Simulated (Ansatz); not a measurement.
**Phonon dispersion of SbSe₂**

Method: DFT PBE, scalar-relativistic, plane waves, PAW (Ansatz 0.2.0). Settings: 420 eV plane-wave cutoff, Γ-centred 12×12×8 mesh, Fermi-Dirac smearing of 0.15 eV. No spin polarisation. Phonons by linear response, acoustic sum rule imposed.

Relaxed structure:
```xyz
3
Lattice="3.9019 0.0000 0.0000 -1.9510 3.3792 0.0000 0.0000 0.0000 6.7058" Properties=species:S:1:pos:R:3 pbc="T T T"
Sb    0.0000    0.0000    0.0000
Se    1.9510    1.1264    5.0363
Se    0.0000    2.2528    1.6694
```

The cell was found from a structure generator's guess, not taken from experiment. In a metal, frequencies and elastic constants depend on the k mesh and the smearing, soft modes and shear constants most. Some empty bands missed the eigensolver's threshold. Spin–orbit coupling is left out, which matters for heavy elements. The q mesh is coarse, so values between its points are rough. No dispersion correction is applied, so modes and constants that involve weak contacts between layers, chains or molecules come out too soft.

Force constants from linear response on a 2×2×1 q mesh.

Question: Is the structure dynamically stable on the q mesh?

Answer: Yes, on this mesh: no mode is imaginary.

Question: Give the frequencies (cm⁻¹) at the zone-boundary points of high symmetry (interpolated where a point lies off the q mesh).

Answer:
| point | q | frequencies |
| --- | --- | --- |
| M | 0.500 0.000 0.000 | 50 63 95 107 108 113 122 147 197 |
| K | 0.333 0.333 0.000 | 58 98 98 98 106 106 123 166 166 |
| A | 0.000 0.000 0.500 | 0 0 0 113 113 126 126 158 233 |
| L | 0.500 0.000 0.500 | 50 63 95 107 108 113 122 147 197 |
| H | 0.333 0.333 0.500 | 58 98 98 98 106 106 123 166 166 |
